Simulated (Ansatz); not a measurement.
One stationary structure of Fe2Ge. Space group P6/mmm (No. 191). Method: r2SCAN (plane waves to 500 eV, PAW, scalar-relativistic; Ansatz, a program for electronic structure).

Space group P6/mmm (No. 191); a = b = 4.195 Å, c = 2.597 Å, α = β = 90.00°, γ = 120.00°

```csv
atom,site,symmetry,x,y,z
Ge,1b,6/mmm,0.0000,0.0000,0.5000
Fe,2c,-6m2,0.3333,0.6667,0.0000
```

Question: Give the magnetic moment at the level r2SCAN.

Answer: Net 1.87 μB/atom, ferromagnetic.

Spin state reached: ferromagnetic (net 1.87 μB/atom), from parallel starting moments; other spin orders were not run from this start. r2SCAN tends to overstate moments in metals.

The run could not lose the symmetry of its start.

The first start was generated by placing the elements on the sites of a structure type. Materials Project lists a structure of Fe2Ge in the same space group, P6/mmm (No. 191); the sites were not compared with it, nor with measured phases.
